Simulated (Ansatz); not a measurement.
Ta2SiN:
```
Ta2SiN
1.0
    3.23101     0.00000     0.00000
   -1.61550     2.79813     0.00000
    0.00000     0.00000    12.11673
Si Ta N
2 4 2
Cartesian
  0.00000   1.86542   9.08755
  1.61550   0.93271   3.02918
  0.00000   1.86542   1.15631
  1.61550   0.93271   7.21468
  1.61550   0.93271  10.96042
  0.00000   1.86542   4.90205
  0.00000   0.00000   0.00000
  0.00000   0.00000   6.05836
```

Relaxed with PBE. Special points in fractions of this cell's reciprocal vectors: Γ (0.000, 0.000, 0.000); M (0.500, 0.000, 0.000); K (0.333, 0.333, 0.000); A (0.000, 0.000, 0.500); L (0.500, 0.000, 0.500); H (0.333, 0.333, 0.500).

Problem. List the band energies nearest the Fermi level at these points for PBE (plane waves, PAW; program Ansatz).

Solution. In eV from the Fermi level; about four levels below and three above (degenerate sets whole), none deeper than 8.9 eV; points with the same levels are listed once.

```tsv
k	below	above
Γ	-1.17 -1.17 -0.35 -0.35 -0.22	0.34 0.50 0.50
M	-3.32 -3.10 -0.74 -0.16	0.23 0.64 1.04
K	-2.10 -0.58 -0.58 -0.45	0.30 0.30 1.96
A	-0.02 -0.02 -0.02 -0.02	0.71 0.71 1.64 1.64 1.64 1.64
L	-3.22 -3.22 -0.48 -0.48	0.45 0.45 1.52 1.52
H	-1.36 -1.36 -0.70 -0.70	0.44 0.44 2.45 2.45
```

Space group P6_3/mmc. The start of the workflow was typed in or built on a structure type; neither database checked (COD, Materials Project) lists it. Its standing as an ambient phase is unchecked. The PBE relaxation kept the symmetry of its start; whether a distortion lowers the energy is not shown. No spin polarisation was allowed. Spin–orbit coupling is left out wherever it is not named.

Potentials: the earlier of the program's two PAW sets.
